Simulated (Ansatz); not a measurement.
**Calculated ¹⁴N nuclear quadrupole resonance for Be3N2**

Cell: a Materials Project structure (computed, not necessarily an observed phase), atoms as given.

Space group Ia-3 (No. 206); a = 8.1275 Å.

```csv
site,Wyckoff,site symmetry,x,y,z
Be,48e,1,0.3956,0.1353,0.3691
N25,24d,2..,0.7500,0.2288,0.0000
N37,8a,.-3.,0.0000,0.5000,0.0000
```

One atom of each set is listed; the run and its k-mesh use a cell of 40 atoms with edges of 7.04, 7.04, 7.04 Å.

The numbers come from a DFT calculation in Ansatz (PBE, plane waves and PAW, scalar-relativistic, 420 eV cutoff, Γ-centred 5×5×5 k-points, Fermi–Dirac smearing 0.02 eV).

¹⁴N: I = 1, Q = 20.44 mb (year-2017 value). Static lattice, zero field.

Sites with a gradient: N25 (12 atoms; 6 Be at 1.70–1.78 Å); N37 (4 atoms; 6 Be at 1.75 Å).

Q: The simulated spectrum has lines at 0.0366, 0.196, 0.233, 0.451 MHz. Sort them into the sets that belong together, and say which site each set most likely comes from.

A: For I = 1 the lines are ν± = (3/4)|C_Q|(1 ± η/3) and ν₀ = |C_Q|η/2. N25: 0.0366, 0.196, 0.233 MHz (|C_Q| = 0.286 MHz, η = 0.26). N37: 0.451 MHz (|C_Q| = 0.601 MHz, η = 0.00).

The sites follow from the calculation. An axis of threefold or higher order runs through N37, so V_zz lies along it and η is zero. Like point charges on the first shell alone (each adding as 1/d³) would give the same order.
